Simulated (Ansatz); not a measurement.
## Property card for Sb

Sb:
```
CELL_PARAMETERS angstrom
      3.04063     0.00000     0.00000
      0.00000     3.04063     0.00000
      0.00000     0.00000     3.04063
ATOMIC_POSITIONS crystal
  Sb 0.00000 0.00000 0.00000
```

Space group Pm-3m (No. 221), simple cubic; conventional cell a = b = c = 3.041 Å, α = β = γ = 90.00°.

Method: LDA in the plane-wave PAW code Ansatz. Structure relaxed to zero pressure with the same functional. Other levels are named where they apply.

**Cell and energy**

```json
{
 "volume_per_atom": "28.11 Å³",
 "density": "7.19 g/cm³"
}
```

**Electronic structure**

```json
{
 "electronic_character": "metallic (no gap)",
 "Density of states at the Fermi level": "0.48 states/eV per atom (mean over ±0.08 eV)"
}
```

**Mechanics**

```json
{
  "Elastic constants (relaxed ions, GPa)": "C11 = 153, C12 = 21.7, C44 = 12.2",
  "mechanical_stability": "stable (all eigenvalues of C positive)",
  "hill_bulk_and_shear_moduli": "65.3 and 25.8 GPa",
  "Young's modulus": "68.4 GPa",
  "Poisson's ratio": "0.33",
  "debye_temperature_from_the_elastic_constants": "208 K"
}
```

The first step of the workflow began from a Materials Project structure, measured or hypothetical; the Crystallography Open Database files this formula in space group No. 221, but the cells were not matched. It is not the phase usual at ambient conditions (space group No. 166). Symmetry was held in the LDA relaxation; whether a distortion lowers the energy is not shown. As this level gives no gap, shear constants depend on the k-mesh and smearing (Fermi–Dirac, 0.1 eV here). Spin–orbit coupling is left out wherever it is not named.

Potentials: the later of the program's two PAW sets.
